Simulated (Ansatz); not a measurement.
## Ta under strain

Theory: DFT PBEsol, scalar-relativistic, plane waves, PAW (Ansatz 0.2.0). (420 eV cutoff, 16×16×16 k-mesh, Gaussian smearing of 0.10 eV, no spin polarisation)

Reference structure (relaxed):

```xyz
2
Lattice="3.2805 0.0000 0.0000 0.0000 3.2805 0.0000 0.0000 0.0000 3.2805" Properties=species:S:1:pos:R:3 pbc="T T T"
Ta    0.0000    0.0000    0.0000
Ta    1.6402    1.6402    1.6402
```

Deformation: uniaxial strain along a, with the lengths of b and c and the atoms relaxed and the angles held, all within the symmetry that the strain leaves. Energies are extrapolated to zero smearing. On this cell's mesh the reference holds a stress of up to 0.20 GPa.

Spin–orbit coupling is left out, which can shift energies with elements as heavy as these.

Question: Give the structure at +4.0 %.

Answer:
```xyz
2
Lattice="3.4117 0.0000 0.0000 0.0000 3.2358 0.0000 0.0000 0.0000 3.2358" Properties=species:S:1:pos:R:3 pbc="T T T"
Ta    0.0000    0.0000    0.0000
Ta    1.7059    1.6179    1.6179
```
Space group I4/mmm (139), 12.6 meV/atom over the relaxed crystal.